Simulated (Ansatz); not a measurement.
The relaxed structure here is a generated cell of VSi2: the first start was made by placing the elements on the sites of a structure type, and the end was not matched to a known phase here, so it may be hypothetical.

The end point of a relaxation of VSi2. Space group P6/mmm (No. 191). Method: r2SCAN (plane waves to 500 eV, PAW, scalar-relativistic; Ansatz, a quantum-chemistry and plane-wave program).

```cif
data_Si2V
_chemical_formula_sum 'V1 Si2'
_space_group_name_H-M_alt 'P6/mmm'
_space_group_IT_number 191
_space_group_name_Hall '-P 6 2'
_cell_length_a 4.22308
_cell_length_b 4.22308
_cell_length_c 2.47466
_cell_angle_alpha 90.000
_cell_angle_beta 90.000
_cell_angle_gamma 120.000
loop_
_atom_site_label
_atom_site_type_symbol
_atom_site_symmetry_multiplicity
_atom_site_Wyckoff_symbol
_atom_site_fract_x
_atom_site_fract_y
_atom_site_fract_z
_atom_site_occupancy
V1 V 1 b 0.00000 0.00000 0.50000 1
Si1 Si 2 c 0.33333 0.66667 0.00000 1
```

Predict the magnetic moment from r2SCAN.

Zero (the starting moments vanished).

No spin polarisation in the result: the starting moments vanished. The relaxed primitive cell holds an odd number of electrons. A magnetic state may lie lower.

The run could not lose the symmetry of its start: the end is stationary, and may be a saddle point rather than a minimum.
